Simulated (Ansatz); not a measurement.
Input and command of a plane-wave DFT calculation in Ansatz:

```yaml
crystal:
  lattice:
    - [3.189841825, 0.0, 0.0]
    - [0.0, 3.6780186173, 0.0]
    - [0.0, 0.0, 8.0605497474]
  atoms:
    - { symbol: Fe, position: [0.0, 0.5, 0.1068344887], spin: 3.36 }
    - { symbol: Fe, position: [0.5, 0.0, 0.8931655113], spin: 3.36 }
    - { symbol: Cl, position: [0.5, 0.5, 0.3121685152], spin: 0.22 }
    - { symbol: Cl, position: [0.0, 0.0, 0.6878314848], spin: 0.22 }
    - { symbol: O, position: [0.5, 0.5, 0.935073311], spin: 0.24 }
    - { symbol: O, position: [0.0, 0.0, 0.064926689], spin: 0.24 }
basis:
  ecutwfc: 420
kpoints:
  mp_grid: { grid: [12, 10, 6] }
hamiltonian:
  xc: pbesol
scf:
  occupations: { method: gaussian, width: 0.1 }
output:
  forces: true
  stress: true
  eigenvalues: true
  populations: true
magnetization:
  spin_polarized: true
relax:
  adjacent_minimum: "off"
  f_tol: 0.01
  max_steps: 30
  cell: { stress_tol: 0.1, fix: [volume] }
```

```bash
ansatz run input.yaml --threads 2 --pin off --max-ram 5120MiB --backend cpu --events-out ev --progress --plain --runs-dir out
```

Processor: Intel(R) Xeon(R) Processor @ 2.50GHz (Skylake/Cascade Lake), 2 threads, on a host shared with other jobs.

Problem. Estimate time, memory and problem size.

Solution. About 6.7 min on 2 threads of Intel(R) Xeon(R) Processor @ 2.50GHz (Skylake/Cascade Lake) (shared host), peak memory 1.1 GiB. It solves 40 bands at 168 k points (the mesh reduced by symmetry) with about 1869 plane waves, in 43 SCF iterations over 4 ionic steps.
